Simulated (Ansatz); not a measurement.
TePt:
Space group Pm-3m (No. 221); a = 3.392 Å, b = 3.392 Å, c = 3.392 Å, α = 90.00°, β = 90.00°, γ = 90.00°

| atom | site | symmetry | x | y | z |
|---|---|---|---|---|---|
| Pt | 1a | m-3m | 0.0000 | 0.0000 | 0.0000 |
| Te | 1b | m-3m | 0.5000 | 0.5000 | 0.5000 |

Relaxed with PBEsol.

Q: Decompose the optical modes at the zone centre into irreducible representations, and say which are infrared and Raman allowed.

A: Point group m-3m: Γ_opt = T1u. Infrared: T1u. Raman: none.

Q: Assign frequencies (DFPT, plane-wave PAW PBEsol (Ansatz code)).

A: T1u 42 cm⁻¹.

The start of the workflow was typed in or built on a structure type; neither database checked (COD, Materials Project) lists it. COD files the formula under space group No. 166, 194. Its standing as an ambient phase is unchecked. The PBEsol relaxation kept the symmetry of its start; whether a distortion lowers the energy is not shown. No spin polarisation was allowed. As this level gives no gap, phonon frequencies hold no LO–TO term and depend on the k-mesh and smearing (Fermi–Dirac, 0.1 eV here). Spin–orbit coupling is left out wherever it is not named.

Potentials: the later of the program's two PAW sets.
